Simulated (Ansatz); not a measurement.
One crystal and one scan (energy over volume and axial ratio) at two levels, PBEsol (plane waves to 420 eV, PAW, scalar-relativistic; Ansatz, a quantum-chemistry and plane-wave program) and PBE (plane waves to 420 eV, PAW, scalar-relativistic; Ansatz), each from its own relaxed cell and on its own mesh. The cell shown is that of PBEsol.

WSi2 (MoSi2 type, space group I4/mmm)

```
CELL_PARAMETERS angstrom
     -1.60147     1.60147     3.90823
      1.60147    -1.60147     3.90823
      1.60147     1.60147    -3.90823
ATOMIC_POSITIONS crystal
  W  0.00000 0.00000 0.00000
  Si 0.33452 0.33452 0.00000
  Si 0.66548 0.66548 0.00000
```

Grid over V/V₀ and (c/a)/(c/a)₀, subscript 0 meaning the relaxed cell; the conventional c axis lies along z; no internal relaxation.

Energies are smeared free energies. Spin-orbit coupling is left out, though W is heavy. The PAW data are Ansatz's earlier set. WSi2 is run without spin polarisation. WSi2 was relaxed with its symmetry unable to fall. As the atoms are clamped, bonds stretch with the cell, which overstates energies and stresses. With partly filled bands, the response to shear is sensitive to the k mesh, so small differences along c/a are uncertain. Percentages come from the unrounded values. Both scans cover V/V₀ from 0.920 to 1.080 and (c/a)/(c/a)₀ from 0.880 to 1.120.

Results of PBEsol:

| Item | Result |
|---|---|
| Lattice constant a (Å) | 3.203 |
| Lattice constant c (Å) | 7.816 |
| Relaxed volume (Å³/atom) | 13.36 |
| Modulus against c/a change at fixed volume, (3/4V)·∂²E/∂(ln c/a)² (fit, atoms clamped) (GPa) | 213 |

Task: What does PBE give for the same quantities?

Result: 
| quantity | PBE | PBEsol − PBE |
|---|---|---|
| Lattice constant a (Å) | 3.229 | -0.026 (-0.8 %) |
| Lattice constant c (Å) | 7.868 | -0.052 (-0.7 %) |
| Relaxed volume (Å³/atom) | 13.68 | -0.32 (-2.3 %) |
| Modulus against c/a change at fixed volume, (3/4V)·∂²E/∂(ln c/a)² (fit, atoms clamped) (GPa) | 202 | +11 (+6 %) |

PBEsol gives the higher value for: modulus against c/a change at fixed volume. PBEsol gives the lower value for: lattice constant a; lattice constant c; relaxed volume. Neither level is exact: the differences show how much the result hangs on the functional.

(A scan under strain: stresses follow from slopes of the energy per volume, elastic moduli from its curvatures.)
